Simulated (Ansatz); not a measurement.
ZnS (zinc blende)

```yaml
crystal:
  lattice:
    - [0.00000, 5.38911, 5.38911]
    - [2.69456, 0.00000, 2.69456]
    - [2.69456, 2.69456, 0.00000]
  atoms:
    - { symbol: S, position: [0.37500, 0.75000, 0.75000] }
    - { symbol: S, position: [0.87500, 0.75000, 0.75000] }
    - { symbol: Zn, position: [0.00000, 0.00000, 0.00000] }
    - { symbol: Zn, position: [0.50000, 0.00000, 0.00000] }
```

The atoms are displaced by Q × the pattern below (from a DFPT mode at L = (0.5, 0.0, 0.0), largest move 1; Q in Å), at fixed cell. (q is in reciprocal vectors of the primitive cell; the cell shown is doubled to hold the pattern.)

```tsv
atom	x	y	z
S1	-0.143	0.143	0.143
S2	0.143	-0.143	-0.143
Zn3	-0.577	0.577	0.577
Zn4	0.577	-0.577	-0.577
```

Calculation: r2SCAN (plane waves to 500 eV, PAW, scalar-relativistic; Ansatz, an electronic-structure program). k mesh 11×11×11 (Γ-centred), Fermi-Dirac smearing 0.05 eV. The energy includes the smearing's −TS. ZnS was relaxed with its symmetry unable to fall. The zero of ΔE is the undisplaced structure.

```tsv
Q (Å)	ΔE (meV/cell)
-0.180	310
-0.150	215
-0.120	138
-0.090	withheld
-0.060	34
-0.030	9
0.000	0
0.030	9
0.060	34
0.090	withheld
0.120	138
0.150	215
0.180	310
```

Problem. Fit an even polynomial form (powers 2, 4) to the given rows and predict ΔE at Q = 0.090.

Solution. Least squares on the 11 given rows: ΔE = (9560)·Q² + (211.6)·Q⁴, in meV/cell with Q in Å; root-mean-square residual 0.3 meV/cell. At 0.090 the fit gives 77 meV/cell; the calculation gives 77 meV/cell, the same to the digits shown. The quadratic term alone would give 77 meV/cell.

(For displaced atoms, the force is minus the slope of the energy, and its curvature is a force constant, which sets phonon frequencies.)
